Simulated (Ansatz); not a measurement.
The cell is the one relaxed in the Materials Project (mp-674), not relaxed further here; entries there can be hypothetical.

An input for LaPd3: DFT, r2SCAN, all-electron PAW with datasets made for the crystal, scalar-relativistic (Ansatz 0.2.0).

```yaml
crystal:
  lattice:
    - [4.20266203, 0.0, 0.0]
    - [0.0, 4.20266203, 0.0]
    - [0.0, 0.0, 4.20266203]
  atoms:
    - { symbol: La, position: [0.0, 0.0, 0.0] }
    - { symbol: Pd, position: [0.5, 0.0, 0.5] }
    - { symbol: Pd, position: [0.0, 0.5, 0.5] }
    - { symbol: Pd, position: [0.5, 0.5, 0.0] }
kpoints:
  mp_grid: { grid: [8, 8, 8] }
  band_path:
    path:
      - [0.0, 0.0, 0.0]
      - [0.0, 0.5, 0.0]
      - [0.5, 0.5, 0.0]
      - [0.0, 0.0, 0.0]
      - [0.5, 0.5, 0.5]
      - [0.0, 0.5, 0.0]
      - [0.5, 0.5, 0.5]
      - [0.5, 0.5, 0.0]
    npoints: 8
scf:
  occupations: { method: fermi_dirac, width: 0.05 }
hamiltonian:
  xc: r2scan
  pseudopotentials: { kind: all_electron, datasets: crystal }
output:
  forces: true
  stress: true
  eigenvalues: true
  efg: { contact_densities: true }
```

Set-up and iterations as logged by Ansatz (the results part is left out, to be predicted):

```
hamiltonian.pseudopotentials.datasets: crystal makes datasets for this crystal and solves the spheres of its atoms anew in each pass: cutoff 260.0 eV, the density's 1820.0 eV; for an error of 0.50 meV an atom under PBE, 2.0 meV for the cell; an energy difference from a run of another recipe may be off by several times the error for the cell, under r2SCAN by more, where some 0.1 meV an atom stays at smaller errors; Pd in spheres of 1.376 Å, 18 of its electrons in bands; La in spheres of 1.376 Å, 11 of its electrons in bands
band count auto-derived: 48 (N_el = 65.0; filled up to band 33; 39 by the electrons, moments and atoms)
Engine: ansatz 0.2.0
Pseudopotentials: kind: all_electron
Pseudopotential: La, paw, valence charge 11, recommended cutoff 260 eV (normal), Koelling and Harmon's equation, gaussian nucleus
Pseudopotential: Pd, paw, valence charge 18, recommended cutoff 260 eV (normal), Koelling and Harmon's equation, gaussian nucleus
Functional definition: r2SCAN
  parameter k0 = 0.174
  parameter k1 = 0.065
  parameter a1 = 4.9479
  exchange = r2scan_x(k0 = k0, k1 = k1, a1 = a1)
  correlation = r2scan_c
Crystal: 4 atoms, lattice volume = 74.229 Å³
Basis set: ecut = 260 eV, 739 PW (Γ), exchange–correlation on 90×90×90 points (27 copies of the dense FFT grid, shifted against one another)
Bands: 48, of which v1, the nominal top of the filled ones, is band 33 counted from 1 (32 counted from 0)
Symmetry: 48 space group operations
Space group: Pm-3m (ITA 221), of the structure as read, at distance tolerance 4.2e-5 Å
k-points: 35 of 512
Non-local potential: La, projectors of the file, l = 0: 2, l = 1: 2, l = 2: 1, l = 3: 2
Non-local potential: Pd, projectors of the file, l = 0: 2, l = 1: 2, l = 2: 2
PAW form: soft (Blöchl's): semilocal exchange-correlation on the pseudo side does not see the compensation charge
PAW one-centre angular grid: La, 590 points (default); XC on its mesh's 1849 points in the sphere
PAW one-centre angular grid: Pd, 590 points (default); XC on its mesh's 1877 points in the sphere
Initial density: superposition of atomic densities (neutral atoms: chi_scale 0, normalization atom)
Initial wavefunctions: pseudopotential atomic-orbital guess
Functional: x = r2scan, c = r2scan; τ floored in thin density (d = 2e-4 eV/Å³)
iter 1 solved again at ethr=5.64e-3 eV; its pass at ethr=1.00e-1 eV (dr2=3.67e0 eV) is discarded
SCF iter   1: F=—  HF=-643119.554953 eV  |F-HF|=—  |Δ(HF+E_count)|=         —  Δρ=6.44e-2  dr2=3.79e0  dr2_τ=1.62e-2  ethr=5.64e-3  ⟨swp⟩=2.1  Hψ=8717  notcnv=0
iter 2 solved again at ethr=1.84e-4 eV; its pass at ethr=5.64e-3 eV (dr2=1.20e-1 eV) is discarded
SCF iter   2: F=—  HF=-643118.953494 eV  |F-HF|=—  |Δ(HF+E_count)|=   6.01e-1  Δρ=1.23e-2  dr2=1.21e-1  dr2_τ=1.56e-2  ethr=1.84e-4  ⟨swp⟩=3.0  Hψ=6863  notcnv=0  defer=2
SCF iter   3: F=—  HF=-643119.225686 eV  |F-HF|=—  |Δ(HF+E_count)|=   2.72e-1  Δρ=1.89e-2  dr2=3.24e-1  dr2_τ=1.10e-2  ethr=1.84e-4  ⟨swp⟩=3.3  Hψ=4800  notcnv=0  defer=2
SCF iter   4: F=—  HF=-643119.094264 eV  |F-HF|=—  |Δ(HF+E_count)|=   1.31e-1  Δρ=2.44e-3  dr2=4.04e-3  dr2_τ=1.04e-3  ethr=1.84e-4  ⟨swp⟩=3.1  Hψ=4082  notcnv=0  defer=2
SCF iter   5: F=—  HF=-643119.086342 eV  |F-HF|=—  |Δ(HF+E_count)|=   7.92e-3  Δρ=1.20e-3  dr2=1.17e-3  dr2_τ=5.99e-5  ethr=6.21e-6  ⟨swp⟩=3.1  Hψ=4545  notcnv=0  defer=1
SCF iter   6: F=—  HF=-643119.099829 eV  |F-HF|=—  |Δ(HF+E_count)|=   1.35e-2  Δρ=1.12e-3  dr2=8.64e-4  dr2_τ=9.43e-5  ethr=1.80e-6  ⟨swp⟩=3.0  Hψ=3024  notcnv=0
SCF iter   7: F=—  HF=-643119.099729 eV  |F-HF|=—  |Δ(HF+E_count)|=   9.95e-5  Δρ=2.52e-4  dr2=2.76e-5  dr2_τ=1.03e-6  ethr=1.33e-6  ⟨swp⟩=2.4  Hψ=3569  notcnv=0
SCF iter   8: F=—  HF=-643119.099324 eV  |F-HF|=—  |Δ(HF+E_count)|=   4.05e-4  Δρ=8.38e-5  dr2=4.52e-6  dr2_τ=7.03e-8  ethr=4.24e-8  ⟨swp⟩=3.1  Hψ=3498  notcnv=0
SCF iter   9: F=—  HF=-643119.099331 eV  |F-HF|=—  |Δ(HF+E_count)|=   6.63e-6  Δρ=2.37e-5  dr2=3.94e-7  dr2_τ=9.17e-9  ethr=6.95e-9  ⟨swp⟩=3.0  Hψ=3509  notcnv=0
SCF iter  10: F=-643119.099331 eV  HF=-643119.099331 eV  |F-HF|=6.20e-8  |Δ(HF+E_count)|=   2.32e-7  Δρ=9.36e-6  dr2=7.75e-8  dr2_τ=4.79e-10  ethr=6.06e-10  ⟨swp⟩=3.0  Hψ=2875  notcnv=0
```

Spin polarisation is left out, and whether a magnetic state lies lower isn't shown here.

What pressure will this run report?

-0.15 GPa (positive in compression).

Is there a band gap?

none: with an odd electron count and no spin polarisation the bands can't all be full, a metal in this set-up (spin order or a larger cell could open a gap).
